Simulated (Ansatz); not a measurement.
A geometry of Mg3Sb2 away from equilibrium: step 2 of the relaxation of a generated cell, Mg3Sb2 built in the AFLOW prototype A2B3_tP10_127_g_ah (D5_a). The numbers are results of r2SCAN (plane waves to 500 eV, PAW, scalar-relativistic; Ansatz, an electronic-structure program), not measurements. Γ-centred k-mesh 4×4×8 on the run's cell (coarser than for final values), Fermi–Dirac smearing 0.05 eV.

```xyz
10
Lattice="7.8840 0.0000 0.0000 0.0000 7.8840 0.0000 0.0000 0.0000 4.1528" Properties=species:S:1:pos:R:3:forces:R:3 pbc="T T T" free_energy=-37556.042 pressure_GPa=-1.4
Mg     0.0000     0.0000     0.0000    0.0000    0.0000    0.0000
Mg     3.9420     3.9420     0.0000    0.0000    0.0000    0.0000
Mg     1.4122     5.3542     2.0764   -0.1698   -0.1698    0.0000
Mg     5.3542     6.4718     2.0764   -0.1698    0.1698    0.0000
Mg     2.5298     1.4122     2.0764    0.1698   -0.1698    0.0000
Mg     6.4718     2.5298     2.0764    0.1698    0.1698    0.0000
Sb     2.8908     6.8328     0.0000   -0.5193   -0.5193    0.0000
Sb     6.8328     4.9932     0.0000   -0.5193    0.5193    0.0000
Sb     1.0512     2.8908     0.0000    0.5193   -0.5193    0.0000
Sb     4.9932     1.0512     0.0000    0.5193    0.5193    0.0000
```

Positions in Å, forces in eV/Å, free energy of the cell in eV (comparable only within this code, potentials and settings). Largest force: 0.73 eV/Å, on Sb7, Sb8, Sb9, Sb10 (atoms numbered as listed); the geometry lies 0.10 eV/atom above the end of its relaxation.

No spin polarisation in the result.

The run could not lower the symmetry of its start; a shaken copy of this end point relaxes with r2SCAN to P2₁ (No. 4), 0.24 eV/atom lower.

The end of the path is a generated cell of Mg3Sb2: the first start was made by placing the elements on the sites of a structure type, and the end was not matched to a known phase here, so it may be hypothetical. Known forms of Mg3Sb2 include space group No. 164.
